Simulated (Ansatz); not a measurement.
RuW:
```xyz
2
Lattice="0.0000 2.5374 2.5374 2.5374 0.0000 2.5374 2.5374 2.5374 0.0000" Properties=species:S:1:pos:R:3 pbc="T T T"
Ru     0.0000     0.0000     0.0000
W      2.5374     2.5374     2.5374
```

Relaxed with PBEsol. Special points in fractions of this cell's reciprocal vectors: Γ (0.000, 0.000, 0.000); X (0.500, 0.000, 0.500); U (0.625, 0.250, 0.625); K (0.375, 0.375, 0.750); L (0.500, 0.500, 0.500); W (0.500, 0.250, 0.750).

### Question
List the band energies nearest the Fermi level at these points for the program Ansatz at the PBEsol level (PAW).

### Answer
In eV from the Fermi level; about four levels below and three above (degenerate sets whole), none deeper than 8.9 eV; points with the same levels are listed once.

```csv
k,below,above
Γ,-5.35 -5.35 -4.84 -4.84 -4.84,3.03 3.03 3.03
X,-3.49 -1.04 -1.04 -0.79,1.20 1.20 3.22
U,-3.59 -3.51 -3.21 -1.58,0.34 1.15 1.51
L,-1.62 -1.62 -1.37 -1.37,0.57 0.57 0.94
W,-3.95 -1.67 -1.04 -1.00,1.13 1.41 1.41
```

Space group Fm-3m (rock salt). The start of the workflow was typed in or built on a structure type; neither database checked (COD, Materials Project) lists it. Its standing as an ambient phase is unchecked. The cell was relaxed with PBEsol under the symmetry of its start; whether a distortion lowers the energy is not shown. The run is not spin-polarised. Its formation energy is positive at this level, so the cell may be metastable or incomplete. Spin–orbit coupling is left out wherever it is not named.

Potentials: the later of the program's two PAW sets.
